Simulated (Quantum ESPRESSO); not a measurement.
# Band energies of BeS

```
BeS
1.0
    0.00000     2.41990     2.41990
    2.41990     0.00000     2.41990
    2.41990     2.41990     0.00000
Be S
1 1
Direct
  0.00000   0.00000   0.00000
  0.25000   0.25000   0.25000
```

PBEsol (Quantum ESPRESSO, PseudoDojo norm-conserving, 88 Ry, without SOC); path ΓXWKΓLUWLK,UX; energies in eV from the valence-band maximum.

```csv
k (1/Å),point,band 1,band 2,band 3,band 4,band 5,band 6,band 7,band 8
0.00,Γ,-98.06,-13.75,0.00,0.00,0.00,5.59,5.59,5.59
0.65,,-98.06,-12.85,-2.78,-1.65,-1.65,4.32,6.47,8.66
1.30,X,-98.06,-11.55,-5.09,-2.69,-2.69,2.92,4.79,12.74
1.95,W,-98.06,-11.49,-4.30,-3.96,-3.43,6.32,7.94,8.36
2.41,K,-98.06,-11.56,-4.62,-4.20,-2.23,4.20,7.40,10.50
2.72,,-98.06,-11.91,-4.74,-3.67,-1.50,5.26,8.51,9.07
3.36,,-98.06,-13.35,-2.01,-1.03,-0.19,5.83,6.07,6.44
3.78,Γ,-98.06,-13.75,0.00,0.00,0.00,5.59,5.59,5.59
3.99,,-98.06,-13.66,-0.71,-0.11,-0.11,5.52,5.80,5.80
4.70,,-98.06,-12.29,-5.49,-0.99,-0.99,5.40,6.51,6.51
4.91,L,-98.06,-12.11,-5.90,-1.05,-1.05,5.39,6.46,6.46
5.31,,-98.06,-11.89,-5.49,-2.59,-1.56,5.26,7.61,7.88
5.70,U,-98.06,-11.56,-4.62,-4.20,-2.23,4.20,7.40,10.50
5.93,,-98.06,-11.53,-4.51,-4.09,-2.78,5.12,7.49,9.43
6.16,W,-98.06,-11.49,-4.30,-3.96,-3.43,6.32,7.94,8.36
6.62,,-98.06,-11.82,-5.35,-2.82,-1.88,5.95,6.50,9.07
7.08,L,-98.06,-12.11,-5.90,-1.05,-1.05,5.39,6.46,6.46
7.17,,-98.06,-12.09,-5.88,-1.15,-1.08,5.48,6.42,6.54
7.70,,-98.06,-11.67,-4.94,-3.78,-1.98,4.60,8.46,9.45
7.87,K,-98.06,-11.56,-4.62,-4.20,-2.23,4.20,7.40,10.50
7.87,U,-98.06,-11.56,-4.62,-4.20,-2.23,4.20,7.40,10.50
8.33,X,-98.06,-11.55,-5.09,-2.69,-2.69,2.92,4.79,12.74
```

The PBEsol gap is indirect, 2.92 eV, from Γ to X; the smallest direct gap is 5.55 eV.

Geometry relaxed with PBEsol.
